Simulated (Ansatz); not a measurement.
Given:

TiN (rock salt)

```yaml
crystal:
  lattice:
    - [0.00000, 4.23251, 4.23251]
    - [2.11625, 0.00000, 2.11625]
    - [2.11625, 2.11625, 0.00000]
  atoms:
    - { symbol: N, position: [0.00000, 0.00000, 0.00000] }
    - { symbol: N, position: [0.50000, 0.00000, 0.00000] }
    - { symbol: Ti, position: [0.25000, 0.50000, 0.50000] }
    - { symbol: Ti, position: [0.75000, 0.50000, 0.50000] }
```

In each cell atom 4 (Ti, nearest neighbour N at 2.116 Å; its periodic images, 3.0 Å or more away, move with it) moves by s·(0.000, 0.000, 1.000) (along Cartesian z), the rest being held.

The numbers are results of r2SCAN (plane waves to 500 eV, PAW, scalar-relativistic; Ansatz, a quantum-chemistry and plane-wave program), not measurements. k mesh 15×15×15 (Γ-centred), Fermi-Dirac smearing 0.05 eV. Energies are smeared free energies. Left out: 4 of 11 points, with atoms too close for the PAW data. With partly filled bands, energies and forces of such displacements shift with the k mesh and the smearing. TiN is run without spin polarisation. TiN was relaxed with its symmetry unable to fall. ΔE is measured from the undisplaced structure.

The scan covers s from -0.378 to 0.378 Å in 7 points.

Task: Is this a single well or a double well?

Result: A single well with its minimum at or next to zero displacement.

Task: Is the energy the same for equal positive and negative displacements?

Result: Even: the same for both signs. With its periodic images moving along, the atom's site symmetry in this cell is -3m.

Task: What is the energy change at s = 0.378 Å?

Result: 1019 meV/cell.

Task: What force acts on the atom along the line at s = -0.378 Å?

Result: 6.98 eV/Å.

Task: What is the force constant k = d²E/ds² of this move at s = 0?

Result: 9.71 eV/Å².

(For displaced atoms, the force is minus the slope of the energy, and its curvature is a force constant, which sets phonon frequencies.)
